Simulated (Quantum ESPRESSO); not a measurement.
pw.x input (Quantum ESPRESSO 7.5; LDA, PseudoDojo standard norm-conserving files, scalar-relativistic):

```
&CONTROL
  calculation = 'scf'
  pseudo_dir = './pseudo'
  outdir = './out'
  tprnfor = .true.
  tstress = .true.
/
&SYSTEM
  ibrav = 0
  nat = 2
  ntyp = 2
  ecutwfc = 84.0
  ecutrho = 336.0
  occupations = 'smearing'
  smearing = 'fd'
  degauss = 0.002
  nbnd = 18
/
&ELECTRONS
  conv_thr = 2e-10
/
ATOMIC_SPECIES
Ga 69.7230 Ga.upf
Sb 121.7600 Sb.upf
CELL_PARAMETERS angstrom
  0.000000000000   3.023734344000   3.023734344000
  3.023734344000   0.000000000000   3.023734344000
  3.023734344000   3.023734344000   0.000000000000
ATOMIC_POSITIONS crystal
Ga   0.000000000000   0.000000000000   0.000000000000
Sb   0.250000000000   0.250000000000   0.250000000000
K_POINTS automatic
8 8 8 0 0 0
```

End of the output:

```
     total energy              =    -334.15677217 Ry
     estimated scf accuracy    <       0.00000036 Ry
     total energy              =    -334.15677222 Ry
     estimated scf accuracy    <       0.00000002 Ry
     total energy              =    -334.15677222 Ry
     estimated scf accuracy    <          1.4E-09 Ry
[...]
     the Fermi energy is     8.5304 ev
!    total energy              =    -334.15677222 Ry
     estimated scf accuracy    <          1.5E-11 Ry
     smearing contrib. (-TS)   =      -0.00001399 Ry
     internal energy E=F+TS    =    -334.15675824 Ry
     The total energy is F=E-TS. E is the sum of the following terms:
     one-electron contribution =    -162.50470959 Ry
     hartree contribution      =      99.63286783 Ry
     xc contribution           =     -85.84742615 Ry
     ewald contribution        =    -185.43749033 Ry
     convergence has been achieved in   8 iterations
     Forces acting on atoms (cartesian axes, Ry/au):
     atom    1 type  1   force =    -0.00000000    0.00000000    0.00000000
     atom    2 type  2   force =     0.00000000    0.00000000    0.00000000
     Total force =     0.000000     Total SCF correction =     0.000000
     Computing stress (Cartesian axis) and pressure
          total   stress  (Ry/bohr**3)                   (kbar)     P=       -0.33
  -0.00000226   0.00000000   0.00000000           -0.33        0.00        0.00
   0.00000000  -0.00000226   0.00000000            0.00       -0.33        0.00
   0.00000000   0.00000000  -0.00000226            0.00        0.00       -0.33
```
In a gapped system the printed Fermi energy is only some level inside the gap.

Spin-orbit coupling is not included.

Geometry relaxed with LDA.
